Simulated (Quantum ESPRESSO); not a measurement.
## AlInNb3RuSn2 in 6 site orders

All numbers below are calculated, not measured. They come from Quantum ESPRESSO 7.5, a public plane-wave density functional program. Each row is one single-point run on a made-up periodic cell of eight metal atoms, with elements, volume, strain and displacements drawn at random and not relaxed, so a cell may be unstable or far from any real phase. There is no spin polarisation or spin-orbit coupling.

Settings: PBE unless stated; PseudoDojo standard norm-conserving files; Fermi-Dirac width 0.25 eV, which means electrons at about 2900 K; cutoff 1143 eV; 8 x 4 x 3 k mesh shifted half a step off Gamma. E is the free energy of the whole cell (internal energy minus TS), so a -TS column is already part of it. Stress is positive in tension, and the pressure P is minus a third of its trace.

Checks: one run of this series was repeated at a higher cutoff and on a denser mesh, which moved values by no more than 0.002 eV, 0.03 GPa and 0.010 eV/Å, and a second program with other atomic files agreed on it to 2 % rms in force and 0.5 GPa in pressure. Known limits: the tin pseudopotential is less sure than most, with forces differing by about three percent from a second method on plain tin; a spin test at this wide smearing found no moment, but such smearing suppresses magnetism that the real alloy may have.

The lattice is hexagonal close-packed, and the cell vectors in Å are (3.046, 0.000, 0.000); (1.523, -2.638, -5.040); (1.523, 7.913, -5.040), a volume of 161.95 Å³. The runs put one composition on the same eight displaced sites in different orders. E is counted from run 1, and the rms force is over all 24 components. Nothing is relaxed, so E mixes bonding between neighbours with strain on unrelaxed sites, and it is not an ordering energy.

```
run,elements on sites 1 to 8,E (eV),-TS (eV),rms force (eV/Å),largest force (eV/Å),P (GPa)
1,Sn Nb Nb Nb Sn In Ru Al,0.000,-1.490,0.481,1.40,-6.35
2,Al In Sn Ru Nb Sn Nb Nb,0.040,-1.535,0.594,1.56,-6.72
3,Nb Nb Ru In Al Sn Sn Nb,0.145,-1.545,0.798,2.02,-6.11
4,Ru Nb Sn Sn Al Nb In Nb,-0.099,-1.520,0.539,1.50,-6.93
5,Sn Nb In Nb Sn Al Ru Nb,0.302,-1.515,0.691,1.81,-5.37
6,Sn Sn Al Nb Nb Ru In Nb,0.272,-1.633,0.501,1.27,?
```

## Worked fit

A straight line through the runs shown gives P = -6.59 + 3.77 E GPa with E in eV, an error of 0.73 on the slope and a scatter of 0.22 GPa. At this fixed volume the orders of higher energy tend to have the higher pressure.

## Withheld value

Question: what pressure should run 6 give?

The fit gives -5.56 ± 0.28 GPa. The calculation gave -6.13 GPa. This run lies off the fit by more than twice that error, so something that the fit leaves out matters here.
